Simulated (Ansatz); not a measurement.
# Zr, first-principles data

Zr:
```
CELL_PARAMETERS angstrom
      4.92141     0.00000     0.00000
     -2.46070     4.26207     0.00000
      0.00000     0.00000     3.08343
ATOMIC_POSITIONS crystal
  Zr 0.00000 0.00000 0.50000
  Zr 0.33333 0.66667 0.00000
  Zr 0.66667 0.33333 0.00000
```

Space group P6/mmm (No. 191); conventional cell a = 4.9214 Å, b = 4.9214 Å, c = 3.0834 Å, α = 90.00°, β = 90.00°, γ = 120.00°.

Method: the program Ansatz at the LDA level (PAW). The cell and atoms are relaxed at this level. Other levels are named where they apply.

**Cell and energy**

```json
{
  "volume_per_atom": "21.56 Å³",
  "density": "7.03 g/cm³"
}
```

**Electronic structure**

```json
{
 "electronic_character": "metallic (no gap)",
 "Density of states at the Fermi level": "0.88 states/eV per atom (mean over ±0.08 eV)"
}
```

**Mechanics**

```json
{
  "Bulk modulus (Birch–Murnaghan fit)": "108 GPa",
  "Pressure derivative B′": "3.6",
  "Elastic constants (relaxed ions, GPa)": "C11 = 179, C12 = 89.2, C13 = 56.4, C33 = 210, C44 = 29.1",
  "mechanical_stability": "stable (all eigenvalues of C positive)",
  "hill_bulk_and_shear_moduli": "108 and 42.2 GPa",
  "Young's modulus": "112 GPa",
  "Poisson's ratio": "0.33",
  "debye_temperature_from_the_elastic_constants": "294 K"
}
```

This is a known high-pressure phase of the composition, computed here at zero pressure and temperature. The LDA relaxation kept the symmetry of its start; its stability against distortions is not shown here. No spin polarisation was allowed. As this level gives no gap, shear constants depend on the k-mesh and smearing (Fermi–Dirac, 0.1 eV here). Axis ratios of metals converge slowly with the k-mesh, so a and c are less sure than the volume. Spin–orbit coupling is left out wherever it is not named.

Potentials: the later of the program's two PAW sets.
